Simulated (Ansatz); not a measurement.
# What is wrong with this input? (Ta3N)

Intended: Ta3N, PBE, plane waves and PAW in Ansatz. The input:

```yaml
crystal:
  lattice:
    - [3.0322239879, 0.0, 0.0]
    - [-1.516111994, 2.6259830035, 0.0]
    - [0.0, 0.0, 7.524137]
  atoms:
    - { symbol: Ta, position: [0.0, 0.0, 0.5] }
    - { symbol: Ta, position: [0.3333333333, 0.6666666667, 0.17393] }
    - { symbol: Ta, position: [0.6666666667, 0.3333333333, 0.82607] }
    - { symbol: "N", position: [0.0, 0.0, 0.0] }
basis:
  ecutwfc: 420
kpoints:
  mp_grid: { grid: [1, 1, 1] }
hamiltonian:
  xc: pbe
scf:
  occupations: { method: gaussian, width: 0.1 }
output:
  forces: true
  stress: true
  eigenvalues: true
```

The program printed (HF is the Harris–Foulkes energy, dr2 the density residual in eV):

```text
Pseudopotential: Ta, paw, valence charge 13, recommended cutoff 420 eV (normal)
Pseudopotential: N, paw, valence charge 5, recommended cutoff 420 eV (normal)
Crystal: 4 atoms, lattice volume = 59.911 Å³
Basis set: ecut = 420 eV, 1189 PW (Γ), exchange–correlation on 48×48×108 points (8 copies of the dense FFT grid, shifted against one another)
Bands: 27, of which v1, the nominal top of the filled ones, is band 22 counted from 1 (21 counted from 0)
Symmetry: 12 space group operations
Space group: P-3m1 (ITA 164), of the structure as read, at distance tolerance 3.9e-5 Å
k-points: 1
Initial density: superposition of atomic densities, corrected by the library's trained network
SCF iter   1: HF=-30178.838269 eV  Δρ=9.38e-2  dr2=1.49e1
SCF iter   2: HF=-30180.102035 eV  Δρ=1.51e-1  dr2=7.03e1  recentre
SCF iter   3: HF=-30178.342286 eV  Δρ=7.78e-2  dr2=1.20e1
SCF iter   4: HF=-30177.743690 eV  Δρ=3.91e-2  dr2=5.66e-1
   ...
SCF iter  14: HF=-30177.693012 eV  Δρ=8.02e-5  dr2=2.15e-5
SCF iter  15: HF=-30177.693041 eV  Δρ=3.84e-6  dr2=3.81e-8
SCF iter  16: F=-30177.693041 eV  HF=-30177.693041 eV  Δρ=1.26e-6  dr2=4.25e-9
SCF 1 converged in 16 iterations: F = -30177.693041 eV  dr2 = 4.25e-9
SCF converged after 16 iterations
Free energy (F): -30177.693041 eV
E sigma→0 (E₀):  -30177.613900 eV
Entropy (-TS):   -0.158282 eV (-39.570 meV/atom)
Fermi energy:    18.975208 eV
--- Forces (eV/Å), atoms counted from 1 ---
  atom   1  Ta    -0.00000000     0.00000000     0.00000000
  atom   2  Ta    -0.00000000     0.00000000    -9.63819242
  atom   3  Ta     0.00000000    -0.00000000     9.63819242
  atom   4  N     -0.00000000     0.00000000    -0.00000000
--- Stress (GPa, compression-positive) ---
       43.590706       0.000000       0.000000
        0.000000      43.590706      -0.000000
        0.000000      -0.000000      43.269412
  P = ⅓ Tr σ = 43.4836 GPa (434.836 kbar)
```

Question: The run finished without an error. What is wrong all the same?

Answer: The fault is one k-point for a metal. One point can't sample a Fermi surface. The cure is a converged mesh.

Fix:

```diff
 kpoints:
-  mp_grid: { grid: [1, 1, 1] }
+  mp_grid: { grid: [15, 15, 6] }
```

With the mended input the run converges and gives no gap, a largest force of 0.102 eV/Å. The faulty run's energy lay 1.24 eV per atom higher.